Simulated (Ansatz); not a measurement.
# Ge under strain

Method: DFT r2SCAN, scalar-relativistic, plane waves, PAW (Ansatz). (500 eV cutoff, 12×12×6 k-mesh, Gaussian smearing of 0.01 eV, no spin polarisation)

The relaxed crystal:

```
Ge
1.0
     3.99565    0.00000    0.00000
    -1.99782    3.46033    0.00000
     0.00000    0.00000    6.60271
Ge
4
Direct
  0.66667 0.33333 0.06298
  0.33333 0.66667 0.56298
  0.66667 0.33333 0.43702
  0.33333 0.66667 0.93702
```

Deformation: all cell vectors scaled alike, the atoms relaxed, all within the symmetry that the strain leaves. Energies are extrapolated to zero smearing. Stress is positive in compression, on the Cartesian axes of the cell above. Gaps are generalised Kohn–Sham gaps over the whole zone.

```
strain (%)  ΔE (meV/atom) a (Å) b (Å) c (Å)  σxx (GPa)  σyy (GPa)  σzz (GPa) gap (eV)
      -4.5          109.7  3.816  3.816  6.306      13.45      13.45      13.90      0.41
      -3.0           46.0  3.876  3.876  6.405       7.99       7.99       8.23      0.35
      -1.5           10.8  3.936  3.936  6.504       3.56       3.56       3.65      0.22
      +0.0            0.0  3.996  3.996  6.603      -0.01      -0.01       0.00      0.10
      +1.5            9.7  4.056  4.056  6.702      -2.79      -2.79      -2.88     metal
      +3.0           36.5  4.116  4.116  6.801      -5.04      -5.04      -5.15     metal
      +4.5           77.8  4.175  4.175  6.900      -6.74      -6.74      -6.95     metal
```

This form isn't the element's structure at ambient conditions.